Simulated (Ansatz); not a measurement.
SiC:
```
SiC
1.0
    5.81410     0.00000     0.00000
    0.00000     3.12515     0.00000
    0.00000     0.00000     5.18905
Si C
4 4
Direct
  0.15937   0.25000   0.40411
  0.34063   0.75000   0.90411
  0.84063   0.75000   0.59589
  0.65937   0.25000   0.09589
  0.82462   0.25000   0.39609
  0.67538   0.75000   0.89609
  0.17538   0.75000   0.60391
  0.32462   0.25000   0.10391
```

Tensor components refer to the Cartesian frame of this cell.

Problem. Give the high-frequency dielectric tensor and the Born effective charge tensors of the independent atoms from DFPT, PBEsol in the plane-wave PAW code Ansatz.

Solution. 
ε∞:
```
6.34  0.00  0.00
0.00  6.62  0.00
0.00  0.00  6.33
```
Z* of atom 1 (Si), rows: field, columns: displacement, in e:
```
 2.62   0.00  -0.99
 0.00   2.81   0.00
-0.76   0.00   2.59
```
Z* of atom 5 (C), rows: field, columns: displacement, in e:
```
-2.62   0.00  -0.35
 0.00  -2.81   0.00
-0.46   0.00  -2.59
```

Space group Pnma. The start of the workflow was typed in or built on a structure type; neither database checked (COD, Materials Project) lists it. It is not the phase usual at ambient conditions (space group No. 186, 216). The cell was relaxed with PBEsol under the symmetry of its start; phonons on a q-mesh show no instability.

Potentials: the later of the program's two PAW sets.
